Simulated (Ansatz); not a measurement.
An ordered 4-atom cell of KYSe2 on the rocksalt lattice (P4/mmm), relaxed with r2SCAN, was run in Ansatz under altered settings. All numbers are computed, without spin polarisation but where a row says otherwise.

```
CELL_PARAMETERS angstrom
4.31975 0.00000 0.00000
0.00000 4.31975 0.00000
0.00000 0.00000 5.86828
ATOMIC_POSITIONS crystal
K 0.00000 0.00000 0.00000
Se 0.00000 0.00000 0.50000
Y 0.50000 0.50000 0.50000
Se 0.50000 0.50000 0.00000
```

The base run's other keys:
```yaml
kpoints:
  mp_grid: { grid: [4, 4, 2] }
hamiltonian:
  xc: hse06
scf:
  occupations: { method: fixed }
  n_extra_bands: 5
```

It takes 17 iterations with 2123 plane waves at 420 eV and 12 k points, and leaves a mean stress of +0.15 GPa. The gap over this mesh is 0.842 eV. It ran on 4 threads of Arm Neoverse V1, with other jobs on the host.

Outcomes, with energy and stress as changes against the base:
```tsv
setting	outcome	ΔF (meV/atom)	Δ mean stress (GPa)	gap on the mesh (eV)	iterations	wall time
scf.exx.ecutfock_ratio: 4	converged	0.0	0.0	0.842	17	17 s
PBE hybrid, exx coeff -0.2, omega 0.3 1/Å	refused	–	–	–	–	0.01 s
scf.occupations: methfessel_paxton 0.001	converged	0.0	0.0	0.842	17	16 s
scf.convergence.dr2_threshold: 1e-12	converged	0.0	0.0	0.842	23	17 s
```
A dash marks a value that wasn't obtained or can't be compared. Stress is positive in compression. The base took 16 s. The base's mesh is coarse for a hybrid, so its own values aren't converged.

- PBE hybrid, exx coeff -0.2, omega 0.3 1/Å. It is rejected at once. Error: invalid value for `hamiltonian.xc.exx.coeff`: must be finite and in (0, 1]; got -0.2

Within 1 meV an atom, 0.1 GPa and 0.005 eV of the base stay: scf.exx.ecutfock_ratio: 4; scf.occupations: methfessel_paxton 0.001; scf.convergence.dr2_threshold: 1e-12.

The runs are scalar-relativistic, without spin-orbit coupling.

The program warns that its thresholds are loose for a hybrid's stress.

The meshes of the hybrids are coarse, so their gaps aren't converged to the digits shown.
